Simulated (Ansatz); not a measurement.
SnO (litharge type, space group P4/nmm)

```
SnO
1.0
    3.77006     0.00000     0.00000
    0.00000     3.77006     0.00000
    0.00000     0.00000     4.55986
Sn O
2 2
Direct
  0.50000   0.00000   0.25348
  0.00000   0.50000   0.74652
  0.00000   0.00000   0.00000
  0.50000   0.50000   0.00000
```

The slice is a (010) plane (indices of the conventional cell) through the point (0.500, 0.500, 0.000) (fractional), spanned by u = [100] and v = [001] in vectors of this cell: u (3.77 Å) and v (4.56 Å, at 90° to u). It covers one period; positions are fractions (u, v).

Method: PBEsol-D3(BJ) (plane waves to 420 eV, PAW, scalar-relativistic; Ansatz, a quantum-chemistry and plane-wave program). k mesh 12×12×10. Near the nuclei the fields are pseudised (PAW); where an atom keeps semicore shells as valence, they peak there. SnO was relaxed with its symmetry unable to fall.

### Question
What is the valence density on the shortest Sn–O line in this plane (2.21 Å), at its midpoint?

### Answer
0.49 e/Å³.

### Question
What is the ELF at the midpoint of the shortest Sn–O line in this plane (2.21 Å)?

### Answer
0.2.

### Question
Sketch the electron localisation function (ELF) on this plane as a map.

### Answer
```
|xxx@@@#=:..:::::..:=#@@@xx|
|xx@@@@*-..::---::..-*@@@@x|
|@@@@@#=:.:::::::::.:=#@@@@|
|@@@@%+-::::.....::::-+%@@@|
|@@@%*-::::.     .::::-*%@@|
|%%#*=::::.  xxx  .::::=*#%|
|++=-:::::. xxxxx .:::::-=+|
|--:::::-:. xxxxx .:-:::::-|
|....::---. xxxxx .---::...|
|  ..:--=-: xxxxx :-=--:.. |
|  ..:-===-.     .-===-:.. |
|  ..-=====-:...:-=====-.. |
|   .-=+++==--:--==+++=-.  |
|   .-=+++++=====+++++=-.  |
|   .:=+**+++++++++**+=:.  |
|   .:-+*#*********#*+-:.  |
|   ..:=+###########+=:..  |
|    ..:=*#%%%%%%%#*=:..   |
|     ..:=+*#%%%#*+=:..    |
|       .:-=+***+=-:.      |
|        ..:-----:..       |
|           .....          |
|....                   ...|
|--::..               ..::-|
|+++=-:.             .:-=++|
|%%#*+-:.           .:-+*#%|
|@@@%#+=:.         .:=+#%@@|
|@@@@%#+-.         .-+#%@@@|
|@@@@@%*=:.       .:=*%@@@@|
|xx%@@@#+:.       .:+#@@@%x|
|xxx@@@#+:.........:+#@@@xx|
|xxx@@@#+:.........:+#@@@xx|
```
Scale: ten equal steps from 0.02 (start of ' ') to 0.83 (end of '@'), in the order ' .:-=+*#%@'. Values: electron localisation function (ELF). The map has 26 points along u (one character each, u = 0 at the left) and 32 along v (v = 0 in the bottom row). Points within 0.4 Å of a nucleus are blanked (x), as the pseudised field means little there.
